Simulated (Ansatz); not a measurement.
Relaxed-ion elastic tensor of AlCr$_{2}$C in space group P6_3/mmc (No. 194; Al on 2d, Cr on 4f, C on 2a) in GPa (Voigt order), r²SCAN in the plane-wave PAW code Ansatz; density 5.45 g/cm³, 10.89 Å³ per atom.

```tsv
	1	2	3	4	5	6
1	400	91.1	116	0.0	0.0	0.0
2	91.1	400	116	0.0	0.0	0.0
3	116	116	390	0.0	0.0	0.0
4	0.0	0.0	0.0	150	0.0	0.0
5	0.0	0.0	0.0	0.0	150	0.0
6	0.0	0.0	0.0	0.0	0.0	154
```

**Question.** Is the crystal mechanically stable?

**Answer.** Yes: the smallest eigenvalue of C is 150 GPa.

**Question.** Work out the Voigt, Reuss and Hill averages.

**Answer.** K_V = 204, K_R = 204, K_H = 204; G_V = 149, G_R = 148, G_H = 148 GPa.

**Question.** Give Young's modulus, Poisson's ratio, Pugh's ratio and the universal anisotropy index.

**Answer.** E = 9KG/(3K + G) = 358 GPa; ν = 0.21; K/G = 1.37 (brittle by the Pugh limit of 1.75); A_U = 5G_V/G_R + K_V/K_R − 6 = 0.01.

**Question.** Estimate the sound speeds and the Debye temperature.

**Answer.** v_l = √((K + 4G/3)/ρ) = 8590 m/s, v_t = √(G/ρ) = 5220 m/s, mean 5770 m/s; Θ = (h/k)(3n/4πV)^(1/3) v_m = 775 K.

**Question.** How much does each axis shrink under pressure?

**Answer.** Linear compressibilities β_i = Σ_j S_ij (j = 1 to 3): x 1.7, y 1.7, z 1.6 per TPa.

The r²SCAN relaxation kept the symmetry of its start. No spin polarisation was allowed. As this level gives no gap, shear constants depend on the k-mesh and smearing (Fermi–Dirac, 0.1 eV here). On the denser mesh and wider smearing of the elastic run this cell carries a stress of 0.5 GPa.

Potentials: the later of the program's two PAW sets.
